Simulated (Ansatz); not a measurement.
**Relaxing SrCl₂ in the fluorite type**

First guess:

```
CELL_PARAMETERS angstrom
0.00000 3.32766 3.32766
3.32766 0.00000 3.32766
3.32766 3.32766 0.00000
ATOMIC_POSITIONS crystal
Sr 0.00000 0.00000 0.00000
Cl 0.25000 0.25000 0.25000
Cl 0.75000 0.75000 0.75000
```

All numbers below come from DFT, PBE, PAW with Ansatz's default frozen-core files, scalar-relativistic in Ansatz 0.2.0.

Cell and atoms relax within the symmetry of the start on a 10×10×10 k mesh with 0.08 eV Fermi–Dirac smearing.

The start is built from a prototype, known or not as a phase of this compound; the cutoff is 420 eV.

**Question.** What is the pressure of the first guess?

**Answer.** 8.31 GPa.

**Question.** What does it relax to?

**Answer.** a = 7.040 Å, b = 7.040 Å, c = 7.040 Å, α = 90.00°, β = 90.00°, γ = 90.00° (conventional cell), 29.08 Å³ per atom:
```cif
data_structure
_symmetry_space_group_name_H-M 'Fm-3m'
_symmetry_Int_Tables_number 225
_cell_length_a 7.0405
_cell_length_b 7.0405
_cell_length_c 7.0405
_cell_angle_alpha 90.000
_cell_angle_beta 90.000
_cell_angle_gamma 90.000
_cell_volume 348.98
loop_
_atom_site_label
_atom_site_type_symbol
_atom_site_symmetry_multiplicity
_atom_site_Wyckoff_symbol
_atom_site_fract_x
_atom_site_fract_y
_atom_site_fract_z
_atom_site_occupancy
Sr1 Sr 4 a 0.00000 0.00000 0.00000 1
Cl1 Cl 8 c 0.25000 0.75000 0.75000 1
```

**Question.** How much energy does the relaxation release?

**Answer.** 101 meV/atom.
